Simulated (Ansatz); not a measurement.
Total density of states per atom from plane-wave PAW PBEsol (Ansatz code), in 0.25 eV bins, energy from the Fermi level:

(E (eV), states/eV/atom): (-7.85, 0.14); (-7.60, 0.30); (-7.35, 0.46); (-7.10, 0.60); (-6.85, 0.78); (-6.60, 0.81); (-6.35, 1.09); (-6.10, 1.29); (-5.85, 1.38); (-5.60, 1.35); (-5.35, 1.12); (-5.10, 0.83); (-4.85, 0.94); (-4.60, 1.31); (-4.35, 1.15); (-4.10, 0.99); (-3.85, 1.06); (-3.60, 1.41); (-3.35, 1.45); (-3.10, 1.39); (-2.85, 1.72); (-2.60, 1.41); (-2.35, 1.28); (-2.10, 0.92); (-1.85, 1.08); (-1.60, 1.05); (-1.35, 1.09); (-1.10, 1.06); (-0.85, 1.21); (-0.60, 1.02); (-0.35, 0.92); (-0.10, 0.86); (0.15, 0.91); (0.40, 0.94); (0.65, 1.02); (0.90, 1.17); (1.15, 1.57); (1.40, 1.37); (1.65, 0.96); (1.90, 0.52); (2.15, 0.26); (2.40, 0.25); (2.65, 0.25); (2.90, 0.25); (3.15, 0.25); (3.40, 0.25); (3.65, 0.25); (3.90, 0.25); (4.15, 0.25); (4.40, 0.25); (4.65, 0.24)

**Question.** Which compound is it?
A. IrRu, R-3m (Ru on 3b, Ir on 3a)
B. CoIrPt, P3m1 (Co on 1a, Pt on 1b, Ir on 1c)
C. Ir, simple cubic
D. ZrIr, CsCl type

**Answer.** A, IrRu, R-3m (Ru on 3b, Ir on 3a). Within 0.5 eV of the Fermi level: Ru 4d 56 %, Ir 5d 38 %. Projections are on Löwdin-orthogonalised atomic valence shells; empty p or d shells of many metals are not among them.

The workflow started from a Materials Project entry (that database holds measured and hypothetical structures alike); the Crystallography Open Database copy checked does not list it. With Ru and Ir taken as one species the cell has the higher symmetry Fm-3m, so it may be an ordered model of a mixed-site phase. Whether it is the stable phase at ambient conditions was not checked. The cell was relaxed with PBEsol under the symmetry of its start; whether a distortion lowers the energy is not shown. The run is not spin-polarised. Spin–orbit coupling is left out wherever it is not named.

Potentials: the later of the program's two PAW sets.
